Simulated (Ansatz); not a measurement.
## What moves the field gradients of InSe?

Cell of run 1: a COD entry, ions relaxed with PBE at fixed cell.

```cif
data_InSe
_symmetry_space_group_name_H-M 'P6_3/mmc'
_symmetry_Int_Tables_number 194
_cell_length_a 4.0500
_cell_length_b 4.0500
_cell_length_c 16.9300
_cell_angle_alpha 90.000
_cell_angle_beta 90.000
_cell_angle_gamma 120.000
loop_
_atom_site_label
_atom_site_type_symbol
_atom_site_symmetry_multiplicity
_atom_site_Wyckoff_symbol
_atom_site_fract_x
_atom_site_fract_y
_atom_site_fract_z
In In 4 f 0.3333 0.6667 0.1673
Se Se 4 f 0.3333 0.6667 0.5918
```

One atom of each set is listed.

All runs are DFT with Ansatz 0.2.0 (plane waves and PAW, scalar-relativistic unless spin–orbit coupling is named, Γ-centred meshes, Fermi–Dirac smearing where given) in this cell.

Run 1: PBE, atoms relaxed; 420 eV, 13×13×3 k-points, smearing 0.05 eV.
Run 2: r2SCAN, at the relaxed atoms; 500 eV, 13×13×3 k-points, smearing 0.05 eV.
Run 3: PBE with spin–orbit coupling, at the relaxed atoms; 420 eV, 13×13×3 k-points, smearing 0.05 eV.
Run 4: LDA, at the relaxed atoms; 420 eV, 13×13×3 k-points, smearing 0.05 eV.
Run 5: PBEsol, at the relaxed atoms; 420 eV, 13×13×3 k-points, smearing 0.05 eV.

```
run    In V_zz (η)   Se V_zz (η)
  1  -10.80 (0.00)  -7.06 (0.00)
  2  -11.76 (0.00)  -6.94 (0.00)
  3  -10.80 (0.00)  -7.12 (0.00)
  4  -10.37 (0.00)  -7.08 (0.00)
  5              ?             ?
```

V_zz in 10²¹ V/m².

(1) Estimate the row of run 5.

## Answers

(1) In: -10.61 (0.00); Se: -7.04 (0.00). It lies nearest to run 1, from whose tensors on these sites it differs by 0.19 at most (largest principal value of the difference, on In). Taken one at a time, the functional (between the two that differ most) moves the tensors on these sites by up to 1.39 (largest principal value of the change, on In), spin–orbit coupling by 0.05 (Se).

In runs 1, 3, 4, 5 the gap is small for the k-mesh or the smearing, and small gradients can still move by 0.1 × 10²¹ V/m² or more. In run 4 the atoms aren't at the calculated equilibrium (largest force 0.30 eV/Å).
